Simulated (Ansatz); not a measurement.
Start of a relaxation of BaPdF3:

```cif
data_structure
_symmetry_space_group_name_H-M 'P6_3mc'
_symmetry_Int_Tables_number 186
_cell_length_a 5.4894
_cell_length_b 5.4894
_cell_length_c 5.3443
_cell_angle_alpha 90.000
_cell_angle_beta 90.000
_cell_angle_gamma 120.000
_cell_volume 139.47
loop_
_atom_site_label
_atom_site_type_symbol
_atom_site_symmetry_multiplicity
_atom_site_Wyckoff_symbol
_atom_site_fract_x
_atom_site_fract_y
_atom_site_fract_z
_atom_site_occupancy
Ba1 Ba 2 a 0.00000 0.00000 0.16670 1
Pd1 Pd 2 b 0.33333 0.66667 0.75000 1
F1 F 6 c 0.94939 0.47469 0.45244 1
```

Method: DFT PBE, scalar-relativistic, plane waves, PAW (Ansatz 0.2.0). Cutoff 420 eV, Gaussian smearing, Γ-centred meshes. Cell and atoms relax first on a coarse mesh and then on a finer one. In between, the cell is made exact in the group found at 0.06 Å. In metals the finer mesh still leaves noise of several meV/atom or more. The steps can't lower the symmetry of their start. No spin polarisation in the relaxation; trial moments died out in a coarse test.

A guess keeps its type if space group and coordination stay and the shape of the cell changes little (axis ratios within about 15 %, angles within 6°); the volume may change.

Question: Does it keep its structure type, or change into something else?

Answer: It doesn't keep its type. The symmetry goes from P6_3mc (No. 186) to P6_3/mmc (No. 194). The volume per atom grows by 26.9 %, from 13.9 to 17.7 Å³. The shortest distance goes from 1.73 Å (Pd–F) to 2.37 Å (Pd–F). Counting neighbours within 15 % of an atom's shortest distance, the start has Ba 8, F 1, Pd 3 and the end Ba 6, F 8, Pd 6. In detail, at the end Ba is surrounded by 6 F at 2.66 Å and 6 Pd at 3.56 Å; around Pd lie 6 F at 2.37 Å and 6 Ba at 3.56 Å; F is surrounded by 2 Pd at 2.37 Å, 2 Ba at 2.66 Å and 4 F at 2.66 Å.

Space group P6_3/mmc (No. 194). a = 5.314 Å, b = 5.314 Å, c = 7.240 Å, α = 90.00°, β = 90.00°, γ = 120.00°
| atom | site | symmetry | x | y | z |
| --- | --- | --- | --- | --- | --- |
| Ba | 2a | -3m. | 0.0000 | 0.0000 | 0.0000 |
| Pd | 2d | -6m2 | 0.3333 | 0.6667 | 0.7500 |
| F | 6g | .2/m. | 0.0000 | 0.5000 | 0.5000 |

The last run used a 12×12×6 mesh (in the run's order of axes) for its 10-atom cell and Gaussian smearing of 0.10 eV. A structure relaxed within its symmetry needn't be a true minimum.
